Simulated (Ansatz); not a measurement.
MoS₂: which input changes reach the field gradients?

Cell: a COD entry, taken as it stands.

Space group P6_3/mmc (No. 194); a = 3.1690, c = 12.3240 Å, γ = 120.00°.

| site | Wyckoff | site symmetry | x | y | z |
| --- | --- | --- | --- | --- | --- |
| Mo | 2c | -6m2 | 0.3333 | 0.6667 | 0.2500 |
| S | 4f | 3m. | 0.3333 | 0.6667 | 0.6230 |

One atom of each set is listed.

Reference run. Computed with Ansatz: DFT, PBE, plane waves and PAW, scalar-relativistic, collinear spin, 420 eV cutoff, Γ-centred 11×11×3 k-points, Fermi–Dirac smearing 0.02 eV. Start moments as typed (μB): 2 on each Mo, none on the rest.

It gives V_zz (10²¹ V/m²) Mo -7.53 (η 0.00), S -5.24 (η 0.00). Each of these runs changes the input as listed (caps on SCF iterations aside):

A. hamiltonian.hubbard: not typed → {sites: [{species: Mo, l: d, u_eff: 3.0}], double_counting: amf}
B. hamiltonian.xc: pbe → lda; scf.mixing.algorithm: not typed → anderson; scf.mixing.beta: not typed → 0.3; accuracy: not typed → medium
C. kpoints.mp_grid.shift: not typed → [0.5, 0.5, 0.5]
D. scf.occupations.method: fermi_dirac → cold; scf.occupations.width: 0.02 → 0.01; scf.convergence.dr2_threshold: not typed → 1e-08

(1) Which of these changes matter for the gradients?

Results:

(1) 

```csv
run,Mo V_zz (η),S V_zz (η),"largest change of a gradient tensor, all atoms",note
A,-8.48 (0.00),-5.37 (0.00),0.95,converged
B,-7.64 (0.00),-5.26 (0.00),0.11,converged; another functional
C,-7.53 (0.00),-5.24 (0.00),0.00,converged; the mesh lowers the symmetry
D,-7.53 (0.00),-5.24 (0.00),0.00,converged
```

Run A moves them most, on Mo (V_zz from -7.53 to -8.48).

Run B changes hamiltonian.xc, accuracy together, so the table can't tell their shares apart.

On the reference run: Without spin–orbit coupling (the program notes it for Mo) the gradients can shift somewhat, as the gap is small. The start moments die out, and the run ends without spin.
